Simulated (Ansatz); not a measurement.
MoSe₂:
```
CELL_PARAMETERS angstrom
      3.27706     0.00000     0.00000
     -1.63853     2.83801     0.00000
      0.00000     0.00000    12.73290
ATOMIC_POSITIONS crystal
  Mo 0.66667 0.33333 0.25000
  Mo 0.33333 0.66667 0.75000
  Se 0.33333 0.66667 0.38147
  Se 0.66667 0.33333 0.61853
  Se 0.66667 0.33333 0.88147
  Se 0.33333 0.66667 0.11853
```

Relaxed with PBE+D3(BJ). DFT-PBE+D3(BJ) in the program Ansatz with PAW potentials gives a gap of 0.74 eV.

### Question
What gap does HSE06 give on the same cell (Ansatz, PAW)?

### Answer
1.21 eV, 0.48 eV more. The hybrid was solved on a coarser mesh and at special points; its gap is the smallest among all of these.

```tsv
k	v1 PBE+D3(BJ)	c1 PBE+D3(BJ)	v1 HSE06	c1 HSE06
Γ	0.00	2.47	…	…
A	-0.16	2.48	…	…
K	-0.29	1.17	…	…
H	-0.43	1.17	…	…
M	-0.87	1.56	-1.02	2.13
L	-1.03	1.58	-1.20	2.15
```

### Question
Top valence (v1) and lowest conduction level (c1) in eV from each method's valence maximum (which need not be a listed point): supply the withheld HSE06 values.

### Answer

- K, v1 HSE06: -0.29
- K, c1 HSE06: 1.62
- Γ, v1 HSE06: 0.00
- Γ, c1 HSE06: 3.12
- A, v1 HSE06: -0.20
- A, c1 HSE06: 3.14
- H, v1 HSE06: -0.44
- H, c1 HSE06: 1.63

Cost on shared cores: the PBE+D3(BJ) run (SCF on a 10×10×3 mesh, then bands and DOS) about 90 core-seconds (a rough figure), the HSE06 run (SCF on 6×6×2, then a few points) roughly 6 core-minutes; the tasks are unlike.

Space group P6_3/mmc. The cell was relaxed with PBE+D3(BJ) under the symmetry of its start; phonons on a q-mesh show no instability. No spin polarisation was allowed. Spin–orbit coupling is left out wherever it is not named.

Potentials: the later of the program's two PAW sets.
